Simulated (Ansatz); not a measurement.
# How far is PAW off for Sb2Au?

```
CELL_PARAMETERS angstrom
0.00000 3.26144 3.32800
3.26144 0.00000 3.32800
3.26144 3.26144 0.00000
ATOMIC_POSITIONS crystal
Sb 0.25000 0.25000 0.25000
Sb 0.75000 0.75000 0.75000
Au 0.00000 0.00000 0.00000
```

Atoms are numbered in the order listed.

The cell is COD entry 9009002, as deposited and not checked against the literature; nothing was relaxed. The listed cell was then made from it by scaling, straining or moving an atom.

No spin–orbit coupling, which matters for the heavy atoms here.

Methods: DFT, LDA, PAW with Ansatz's default frozen-core files, scalar-relativistic (Ansatz 0.2.0); DFT, LDA, all-electron PAW with datasets made for the crystal, scalar-relativistic (Ansatz 0.2.0); DFT, LDA, all-electron LAPW, scalar-relativistic (Ansatz 0.2.0).

For PAW: a Γ-centred 9×9×9 k mesh, Fermi–Dirac smearing of 0.08 eV, cutoff 420 eV, no spin polarisation; the PAW files were made with PBE, and the program remakes their frozen cores for this functional. The crystal-made all-electron datasets (AE datasets) take a cutoff of 240 eV at this cell. LAPW targets a basis error of 1 meV/atom. The Ansatz runs share mesh, smearing and spin set-up. Plane-wave (PAW) pressures include the program's estimate of the Pulay term.

Stress and pressure are positive in compression.

The change that made this cell: equal xx and yy strain of -2 %.

```
       quantity   PAW  AE datasets  LAPW
 pressure (GPa)  7.50         7.54  7.54
stress xx (GPa)  7.71         7.74  7.75
stress zz (GPa)  7.08         7.12  7.12
```

PAW's pressure differs from the LAPW value by -0.04 GPa.
